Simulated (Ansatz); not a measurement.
Values for one crystal, relaxed and computed with r²SCAN (plane waves, PAW; program Ansatz); other levels are named.

- Volume per atom = 13.50 Å³
- Band gap = 6.62 eV (direct)
- Valence-band maximum = at Γ
- Conduction-band minimum = at Γ
- Formation energy from the elements (no fitted shifts) = -1.76 eV/atom

Question: Which compound is it?
(A) Mn2Cr3FeO8, C2/m (Pearson symbol mS28)
(B) CaMgAsO4F, C2/c (Pearson symbol mS32)
(C) MgS2O7, P-1 (Pearson symbol aP20)
(D) PbS, rock salt

Answer: C, MgS2O7, P-1 (Pearson symbol aP20)

The first step of the workflow began from a Materials Project structure, measured or hypothetical; the Crystallography Open Database copy checked does not list it. Entries of such low symmetry are often ordered models of mixed-site phases. Its standing as an ambient phase is unchecked. The r²SCAN relaxation kept the symmetry of its start; whether a distortion lowers the energy is not shown. The references are the lowest solids computed at this level, not always the standard phases (solids in place of the gases).

Potentials: the later of the program's two PAW sets.
